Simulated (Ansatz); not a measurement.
# TiCd under compression and expansion

Space group P4/nmm:1 (No. 129). a = 2.904 Å, b = 2.904 Å, c = 8.954 Å, α = 90.00°, β = 90.00°, γ = 90.00°
| atom | site | symmetry | x | y | z |
| --- | --- | --- | --- | --- | --- |
| Ti | 2c | 4mm | 0.0000 | 0.5000 | 0.6080 |
| Cd | 2c | 4mm | 0.0000 | 0.5000 | 0.1300 |

The runs use the primitive cell with vectors (2.904, 0.000, 0.000), (0.000, 2.904, 0.000), (0.000, 0.000, 8.954) Å, to which the k mesh refers.

The structure is tetragonal, space group P4/nmm (No. 129). The conventional cell has a = 2.904 Å, b = 2.904 Å, c = 8.954 Å, α = 90.00°, β = 90.00°, γ = 90.00°. Around Ti (site symmetry 4mm) lie 8 Ti at 2.82 to 2.90 Å and 4 Cd at 3.12 Å. Cd (site symmetry 4mm) has 8 Cd at 2.90 to 3.10 Å and 4 Ti at 3.12 Å as nearest neighbours.

The geometry is COD entry 1525204, unchecked; take it as a test cell.

All numbers are computed: DFT, PBEsol, all-electron LAPW, scalar-relativistic (Ansatz 0.2.0); DFT, PBEsol, PAW with Ansatz's default frozen-core files, scalar-relativistic (Ansatz 0.2.0).

For LAPW: a Γ-centred 11×11×4 k mesh, Fermi–Dirac smearing of 0.08 eV, basis error target 1 meV/atom, no spin polarisation. PAW takes a cutoff of 420 eV at this cell (files made with PBE, cores remade for this functional). The Ansatz runs share mesh, smearing and spin set-up. Plane-wave (PAW) pressures include the program's estimate of the Pulay term.

The cell above is scaled evenly, with fractional coordinates and shape held.

```
V/V(cell)  V (Å³/atom)  P, LAPW (GPa)  P, PAW (GPa)
   0.9400       17.745           2.87          2.88
   0.9600       18.123           0.59          0.60
   0.9800       18.500          -1.44         -1.43
   0.9900       18.689              ?             ?
   1.0000       18.878          -3.26         -3.24
   1.0100       19.067          -4.09         -4.08
   1.0200       19.255          -4.88         -4.86
   1.0400       19.633          -6.32         -6.30
   1.0600       20.010          -7.60         -7.59
```

(1) Fill in the row V/V(cell) = 0.9900.

(2) What do Birch–Murnaghan fits to the pressures give?

Results:

(1) P, LAPW (GPa) = -2.38, P, PAW (GPa) = -2.36.

(2) LAPW: V0 = 18.23 Å³/atom, B0 = 101 GPa, B0′ = 4.6; PAW: V0 = 18.23 Å³/atom, B0 = 101 GPa, B0′ = 4.5.
